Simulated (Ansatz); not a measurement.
KZnF$_{3}$:
```xyz
5
Lattice="3.9733 0.0000 0.0000 0.0000 3.9733 0.0000 0.0000 0.0000 3.9733" Properties=species:S:1:pos:R:3 pbc="T T T"
K      0.0000     0.0000     0.0000
Zn     1.9867     1.9867     1.9867
F      1.9867     1.9867     0.0000
F      0.0000     1.9867     1.9867
F      1.9867     0.0000     1.9867
```

Tensor components refer to the Cartesian frame of this cell.

Q: Give the high-frequency dielectric tensor and the Born effective charge tensors of the independent atoms from DFPT, LDA in the plane-wave PAW code Ansatz.

A: 
ε∞:
```
2.46  0.00  0.00
0.00  2.46  0.00
0.00  0.00  2.46
```
Z* of atom 1 (K), rows: field, columns: displacement, in e:
```
1.21  0.00  0.00
0.00  1.21  0.00
0.00  0.00  1.21
```
Z* of atom 2 (Zn), rows: field, columns: displacement, in e:
```
2.29  0.00  0.00
0.00  2.29  0.00
0.00  0.00  2.29
```
Z* of atom 3 (F), rows: field, columns: displacement, in e:
```
-0.90   0.00   0.00
 0.00  -0.90   0.00
 0.00   0.00  -1.70
```

Space group Pm-3m (cubic perovskite). Symmetry was held in the LDA relaxation.

Potentials: the later of the program's two PAW sets.
